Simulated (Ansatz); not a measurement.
# Property card for LaAlHO$_{2}$

LaAlHO$_{2}$ in space group P4/mmm (No. 123; La on 1d, Al on 1a, O on 2f, H on 1b), a = b = 3.774 Å, c = 3.895 Å, α = β = γ = 90.00°.

Space group P4/mmm (No. 123); conventional cell a = 3.7743 Å, b = 3.7743 Å, c = 3.8952 Å, α = 90.00°, β = 90.00°, γ = 90.00°.

Method: DFT-r²SCAN in the program Ansatz with PAW potentials. The cell and atoms are relaxed at this level. Other levels are named where they apply.

Cell and energy:

```
Property                                                       Result
-----------------------------------------------------  --------------
Volume per atom                                              11.10 Å³
Density                                                    5.95 g/cm³
Formation energy from the elements (no fitted shifts)  -2209 meV/atom
```

Electronic structure:

```
Property                                                                     Value
------------------------------------  --------------------------------------------
Electronic character                                             metallic (no gap)
Density of states at the Fermi level  0.51 states/eV per atom (mean over ±0.08 eV)
Gap with spin–orbit coupling                                       none (metallic)
```

Mechanics:

```
Quantity                              Value
----------------------------------  -------
Bulk modulus (Birch–Murnaghan fit)  138 GPa
Pressure derivative B′                  3.5
```

Charges:

```
Item                                            Value
-------------  --------------------------------------
Bader charges  La +1.69, Al +2.49, O -1.65, H -0.89 e
```

The start of the workflow was typed in or built on a structure type; neither database checked (COD, Materials Project) lists it. Its standing as an ambient phase is unchecked. The r²SCAN relaxation kept the symmetry of its start; its stability against distortions is not shown here. With an odd number of electrons in the cell and no spin polarisation, the count alone makes it a metal. The references are the lowest solids computed at this level, not always the standard phases (solids in place of the gases). Scalar-relativistic: spin–orbit coupling is off unless named, which matters more the heavier the elements.

Potentials: the earlier of the program's two PAW sets.
